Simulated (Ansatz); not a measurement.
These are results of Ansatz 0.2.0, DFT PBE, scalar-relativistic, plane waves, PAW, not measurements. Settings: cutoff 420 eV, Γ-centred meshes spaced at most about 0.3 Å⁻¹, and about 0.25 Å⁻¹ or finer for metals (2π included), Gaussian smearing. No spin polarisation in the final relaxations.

These are static total energies at zero pressure.

Two forms of Li₂H were relaxed alike.

1.

Space group P4/mmm (No. 123). a = 2.852 Å, b = 2.852 Å, c = 4.241 Å, α = 90.00°, β = 90.00°, γ = 90.00°
| atom | site | symmetry | x | y | z |
| --- | --- | --- | --- | --- | --- |
| Li | 1a | 4/mmm | 0.0000 | 0.0000 | 0.0000 |
| Li | 1d | 4/mmm | 0.5000 | 0.5000 | 0.5000 |
| H | 1c | 4/mmm | 0.5000 | 0.5000 | 0.0000 |

2.

Space group P-3m1 (No. 164). a = 2.837 Å, b = 2.837 Å, c = 4.988 Å, α = 90.00°, β = 90.00°, γ = 120.00°
| atom | site | symmetry | x | y | z |
| --- | --- | --- | --- | --- | --- |
| Li | 2d | 3m. | 0.3333 | 0.6667 | 0.2643 |
| H | 1b | -3m. | 0.0000 | 0.0000 | 0.5000 |

**Question.** Which form is favoured at zero pressure, and by what margin per atom?

**Answer.** Cell 2 is lower, by 67 meV/atom. Cell 1 has space group P4/mmm (No. 123), 11.5 Å³/atom and no gap on its mesh; cell 2 has the anti-cadmium iodide type, space group P-3m1 (No. 164), 11.6 Å³/atom and no gap. Counting H atoms around Li (those within 1.25 times the shortest such distance or 1.15 times the sum of covalent radii; a slash parts the counts of unlike sites), cell 1 has Li 2/4 and cell 2 has Li 3. Both come from invented guesses.

With hydrogen, zero-point motion can shift such differences by 10 meV/atom or more. A magnetic state wasn't ruled out in cells without spin, among them P4/mmm, P-3m1. Cells relaxed within their symmetry can be saddle points.
